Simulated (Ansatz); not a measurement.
Starting cell, Ru (hcp, Mg type):

```
Ru
1.0
    2.70456     0.00000     0.00000
   -1.35228     2.34222     0.00000
    0.00000     0.00000     4.26009
Ru
2
Cartesian
  0.00000   1.56148   3.19507
  1.35228   0.78074   1.06502
```

In each cell atom 2 (Ru, nearest neighbour Ru at 2.641 Å; its periodic images, 2.7 Å or more away, move with it) moves by s·(1.000, 0.000, 0.000) (along Cartesian x), the rest being held.

These are r2SCAN (plane waves to 500 eV, PAW, scalar-relativistic; Ansatz, an electronic-structure program) values and carry that method's errors. k mesh 16×16×9 (Γ-centred), Fermi-Dirac smearing 0.05 eV. Compression counts positive. With partly filled bands, energies and forces of such displacements shift with the k mesh and the smearing. F∥ is the force on the atom along that direction. F⊥ is the part of the force across the line. Ru is run without spin polarisation. Ru was relaxed with its symmetry unable to fall. 

```json
[
 {"s (Å)": "-0.790", "F∥ (eV/Å)": "1.408", "P (GPa)": "21.3", "|F⊥| (eV/Å)": "0.410"},
 {"s (Å)": "-0.632", "F∥ (eV/Å)": "?", "P (GPa)": "15.9", "|F⊥| (eV/Å)": "0.201"},
 {"s (Å)": "-0.474", "F∥ (eV/Å)": "2.601", "P (GPa)": "10.2", "|F⊥| (eV/Å)": "0.359"},
 {"s (Å)": "-0.316", "F∥ (eV/Å)": "?", "P (GPa)": "4.9", "|F⊥| (eV/Å)": "0.227"},
 {"s (Å)": "-0.158", "F∥ (eV/Å)": "1.155", "P (GPa)": "1.3", "|F⊥| (eV/Å)": "0.086"},
 {"s (Å)": "0.000", "F∥ (eV/Å)": "0.000", "P (GPa)": "-0.1", "|F⊥| (eV/Å)": "0.000"},
 {"s (Å)": "0.158", "F∥ (eV/Å)": "-1.155", "P (GPa)": "1.3", "|F⊥| (eV/Å)": "0.086"},
 {"s (Å)": "0.316", "F∥ (eV/Å)": "?", "P (GPa)": "4.9", "|F⊥| (eV/Å)": "0.227"},
 {"s (Å)": "0.474", "F∥ (eV/Å)": "-2.601", "P (GPa)": "10.2", "|F⊥| (eV/Å)": "0.359"},
 {"s (Å)": "0.632", "F∥ (eV/Å)": "?", "P (GPa)": "15.9", "|F⊥| (eV/Å)": "0.201"},
 {"s (Å)": "0.790", "F∥ (eV/Å)": "-1.408", "P (GPa)": "21.3", "|F⊥| (eV/Å)": "0.410"}
]
```

Task: Complete the blanks.

Result: 
- -0.632, F∥ (eV/Å): 2.167
- -0.316, F∥ (eV/Å): 2.130
- 0.316, F∥ (eV/Å): -2.130
- 0.632, F∥ (eV/Å): -2.167

(A displaced cell: forces are minus the slopes of the energy, force constants its curvatures, and phonons follow from these.)
